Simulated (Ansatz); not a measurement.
Rb$_{2}$PdC$_{2}$ in space group P-3m1 (No. 164; C on 2c, Rb on 2d, Pd on 1a) under volume change, plane-wave PAW r²SCAN (Ansatz code), shape and atoms relaxed at each volume.

| V (Å³/atom) | E − E(relaxed) (meV/atom) | P (GPa) |
|---|---|---|
| 24.080 | ? | ? |
| 24.873 | 8.8 | 1.88 |
| 25.667 | 2.1 | 0.86 |
| 26.461 | 0.0 | 0.00 |
| 27.255 | 1.8 | -0.72 |
| 28.049 | 7.0 | -1.33 |
| 28.843 | ? | ? |

Question: Fill in the missing entries.

Answer: 
- 24.080, E − E(relaxed) (meV/atom): 21.0
- 24.080, P (GPa): 3.11
- 28.843, E − E(relaxed) (meV/atom): 14.8
- 28.843, P (GPa): -1.83

Question: What does a third-order Birch–Murnaghan fit give for V₀, B₀ and B′?

Answer: V₀ = 26.46 Å³/atom, B₀ = 26.2 GPa, B′ = 4.8.

The workflow started from an entry of the Crystallography Open Database (COD). Its standing as an ambient phase is unchecked. Symmetry was held in the r²SCAN relaxation; whether a distortion lowers the energy is not shown. No spin polarisation was allowed.

Potentials: the later of the program's two PAW sets.
